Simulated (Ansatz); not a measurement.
AgI (zinc blende, space group No. 216), PBE in the plane-wave PAW code Ansatz, all energies at zero smearing, with the estimated change up to a 700 eV cutoff added, with one set of potentials and settings (totals compare only within such a set). Cell of 2 atoms (1 Ag, 1 I): -15104.010 eV.

| element | reference phase | E (eV/atom) |
|---|---|---|
| Ag | R-3m, 3 atoms in the cell | -7590.5531 |
| I | Cmce, 4 atoms in the cell | -7512.9095 |

Formation energy per atom, worked out: (-15104.010 − 1×(-7590.5531) − 1×(-7512.9095))/2 = -0.274 eV/atom (-26 kJ per mol of atoms), at 0 K, without zero-point energy or fitted corrections.

Space group F-43m (zinc blende). The cell was relaxed with PBE under the symmetry of its start. No spin polarisation was allowed. The references are the lowest solids computed at this level, not always the standard phases. Scalar-relativistic: spin–orbit coupling is off unless named, which matters more the heavier the elements.

Potentials: the later of the program's two PAW sets.
